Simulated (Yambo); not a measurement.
Yambo run on BaTiO3 (space group R3m, No. 160). The wavefunctions are PBEsol (pw.x of Quantum ESPRESSO, ONCV potentials, with spin-orbit coupling) ones on a 4×4×4 mesh (40 occupied bands); a = b = c = 4.034 Å, α = β = γ = 89.84°.

Yambo input:

```
rim_cut
gw0
dyson
el_el_corr
HF_and_locXC
ppa
em1d
RandQpts= 1000000
RandGvec= 1 Ry
EXXRLvcs= 84 Ry
VXCRLvcs= 336 Ry
Chimod= "HARTREE"
% BndsRnXp
 3 | 158 |
%
NGsBlkXp= 3 Ry
% LongDrXp
 1.0 | 1.0 | 1.0 |
%
PPAPntXp= 27.2114 eV
% GbndRnge
 1 | 158 |
%
GTermKind= "BG"
DysSolver= "n"
ExtendOut
% QPkrange
 1 | 1 | 40 | 41 |
 13 | 13 | 40 | 40 |
%
```

k points by index: 1 = Γ, 13 = Z.

Resulting energies as the program prints them:

```
#    K-point    Band    Eo [eV]    E [eV]    E-Eo [eV]    Vxc [eV]    Vnlxc [eV]    Sc|Eo [eV]    Sc|E [eV]    dSc/dw|Eo [eV]    Re(Z)    Im(Z)
#
    1    40    -0.347329    -0.581270    -0.233941    -19.85923    -24.41801    4.260688    4.324839    -7.457829    0.784884    -0.001381
    1    41    2.360834    3.992539    1.631704    -18.85221    -11.90150    -4.879701    -5.319005    -7.325422    0.787893    -0.001441
    13    40    0.000000    -0.277777    -0.277777    -19.66577    -24.74744    4.725718    4.803892    -7.654168    0.780464    -0.001409
```
(The two width columns are left out.) Convergence of these settings isn't established.

Geometry of the Materials Project entry, not relaxed at this level.
